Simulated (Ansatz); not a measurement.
Values for one crystal, relaxed and computed with plane-wave PAW r²SCAN (Ansatz code); other levels are named.

```yaml
volume_per_atom: 14.58 Å³
electronic_character: metallic (no gap)
Density of states at the Fermi level: 1.1 states/eV per atom (mean over ±0.08 eV)
Gap with spin–orbit coupling: none (metallic)
Bulk modulus (Birch–Murnaghan fit): 296 GPa
Pressure derivative B′: 4.4
Formation energy from the elements (no fitted shifts): 77 meV/atom
```

Problem. Which compound is it?
(A) CoMo, L1₀ or tetragonal B2
(B) MoRu, L1₀ or tetragonal B2
(C) MoPd, rock salt
(D) ZrIn, L1₀ or tetragonal B2

Solution. B, MoRu, L1₀ or tetragonal B2

Space group P4/mmm (L1₀ or tetragonal B2). The start of the workflow was typed in or built on a structure type; neither database checked (COD, Materials Project) lists it. Its standing as an ambient phase is unchecked. The cell was relaxed with r²SCAN under the symmetry of its start; whether a distortion lowers the energy is not shown. No spin polarisation was allowed. The references are the lowest solids computed at this level, not always the standard phases. Spin–orbit coupling is left out wherever it is not named.

Potentials: the earlier of the program's two PAW sets.
